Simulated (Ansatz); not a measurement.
Bi (simple cubic, space group No. 221) at seven volumes, DFT-r²SCAN in the program Ansatz with PAW potentials, scaled uniformly. One row is withheld.

| V (Å³/atom) | P (GPa) |
|---|---|
| 31.252 | 6.04 |
| 32.282 | 3.66 |
| 33.312 | ? |
| 34.343 | 0.00 |
| 35.373 | -1.40 |
| 36.403 | -2.58 |
| 37.433 | -3.58 |

Problem. Fit the shown pressures and predict the withheld one.

Solution. P = (3/2)B₀(x^(7/2) − x^(5/2))[1 + (3/4)(B′ − 4)(x − 1)] with x = (V₀/V)^(2/3). Least squares on the six rows gives V₀ = 34.344 Å³/atom, B₀ = 51.0 GPa, B′ = 4.79. At V = 33.312, x = 1.0205 and P = 1.67 GPa. The run itself gave 1.67 GPa.

Space group Pm-3m (simple cubic). The start of the workflow was typed in or built on a structure type; neither database checked (COD, Materials Project) lists it. It is not the phase usual at ambient conditions (space group No. 166). The r²SCAN relaxation kept the symmetry of its start; its stability against distortions is not shown here. Scalar-relativistic: spin–orbit coupling is off unless named, which matters more the heavier the elements.

Potentials: the earlier of the program's two PAW sets.
